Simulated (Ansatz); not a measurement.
Relaxed-ion elastic tensor of MgCdTe2 in space group R3m (No. 160; Mg on 3a, Cd on 3a, Te on 3a, Te on 3a) in GPa (Voigt order), PBEsol (plane waves, PAW; program Ansatz); density 4.82 g/cm³, 33.75 Å³ per atom.

```
59.7  30.5  26.4  -4.7   0.0   0.0
30.5  59.7  26.4   4.7   0.0   0.0
26.4  26.4  61.0   0.0   0.0   0.0
-4.7   4.7   0.0  10.9   0.0   0.0
 0.0   0.0   0.0   0.0  10.9  -4.7
 0.0   0.0   0.0   0.0  -4.7  14.6
```

**Question.** Is the crystal mechanically stable?

**Answer.** Yes: the smallest eigenvalue of C is 7.7 GPa.

**Question.** Work out the Voigt, Reuss and Hill averages.

**Answer.** K_V = 38.6, K_R = 38.5, K_H = 38.6; G_V = 13.8, G_R = 11.7, G_H = 12.7 GPa.

**Question.** Give Young's modulus, Poisson's ratio, Pugh's ratio and the universal anisotropy index.

**Answer.** E = 9KG/(3K + G) = 34.4 GPa; ν = 0.35; K/G = 3.03 (ductile by the Pugh limit of 1.75); A_U = 5G_V/G_R + K_V/K_R − 6 = 0.90.

**Question.** Estimate the sound speeds and the Debye temperature.

**Answer.** v_l = √((K + 4G/3)/ρ) = 3390 m/s, v_t = √(G/ρ) = 1620 m/s, mean 1830 m/s; Θ = (h/k)(3n/4πV)^(1/3) v_m = 168 K.

**Question.** How much does each axis shrink under pressure?

**Answer.** Linear compressibilities β_i = Σ_j S_ij (j = 1 to 3): x 8.4, y 8.4, z 9.1 per TPa.

The workflow started from a Materials Project entry (that database holds measured and hypothetical structures alike); the Crystallography Open Database copy checked does not list it. With Mg and Cd taken as one species the cell has the higher symmetry F-43m, so it may be an ordered model of a mixed-site phase. Whether it is the stable phase at ambient conditions was not checked. The cell was relaxed with PBEsol under the symmetry of its start; its stability against distortions is not shown here. Spin–orbit coupling is left out wherever it is not named.

Potentials: the later of the program's two PAW sets.
